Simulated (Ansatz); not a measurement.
A relaxed cell of Co (P6₃/mmc (No. 194)), relaxed on a k-mesh at least as fine as the one used below. Level of theory: PBEsol (plane waves to 420 eV, PAW, scalar-relativistic; Ansatz, a quantum-chemistry and plane-wave program). Γ-centred k-mesh 15×15×8 on the run's cell (coarser than for final values), Fermi–Dirac smearing 0.05 eV.

```
Co
1.0
    2.45727     0.00000     0.00000
   -1.22864     2.12806     0.00000
    0.00000     0.00000     3.96861
Co
2
Cartesian
  0.00000   1.41871   2.97646
  1.22864   0.70935   0.99215
```
Spin-polarised start, with parallel moments on Co.

The atoms are displaced by (Å):

```csv
atom,ux,uy,uz
Co1,0.144,0.399,-0.150
Co2,-0.286,0.063,0.280
```

Question: What forces (eV/Å) and pressure result?

Answer: 
| atom | Fx | Fy | Fz |
|---|---|---|---|
| Co1 | -0.51 | -1.17 | 7.46 |
| Co2 | 0.51 | 1.17 | -7.46 |

Pressure +40.5 GPa.

Question: Estimate the energy cost of the displacement in the harmonic approximation and compare with the calculation.

Answer: For a harmonic well ΔE = −½ Σ F·u = 1.911 eV a cell, or 956 meV/atom. The calculated energy relative to the undisplaced cell is +0.83 eV/atom, so anharmonic terms matter at this amplitude.

Spin state reached: ferromagnetic (net 1.58 μB/atom), from parallel starting moments; other spin orders were not run from this start.

The run that gave the undisplaced cell could not lose the symmetry of its start; a randomly shaken copy of 2 atoms returns to this structure.
